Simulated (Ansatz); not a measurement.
Q: Name crystals whose computed values (DFT-r²SCAN in the program Ansatz with PAW potentials) fall in these windows: B₀ by P(V) fit (GPa) 160 to 220; highest Γ mode, no LO–TO term (cm⁻¹) 450 to 640.

A: 

```tsv
crystal	B₀ by P(V) fit (GPa)	highest Γ mode, no LO–TO term (cm⁻¹)
Zr2N, anti-rutile	183	537
Nb2GaC, P6_3/mmc (Nb on 4f, Ga on 2d, C on 2a)	185	631
Mg2ZnO3, P-3m1 (Mg on 2d, Zn on 1a, O on 2d, O on 1b)	175	635
GaN, zinc blende	196	546
HfB, rock salt	174	455
```
Others may fit too.

Standing as an ambient phase not checked: Zr2N, anti-rutile; Nb2GaC, P6_3/mmc (Nb on 4f, Ga on 2d, C on 2a); Mg2ZnO3, P-3m1 (Mg on 2d, Zn on 1a, O on 2d, O on 1b); HfB, rock salt. Perhaps ordered models of mixed-site phases: Mg2ZnO3, P-3m1 (Mg on 2d, Zn on 1a, O on 2d, O on 1b). All cells were relaxed under the symmetry of their starts (and spin orders); stability against distortions was not tested throughout. Rows with no word on spin ran without spin polarisation. Scalar-relativistic: spin–orbit coupling is off unless named, which matters more the heavier the elements.

Potentials: the later of the program's two PAW sets.
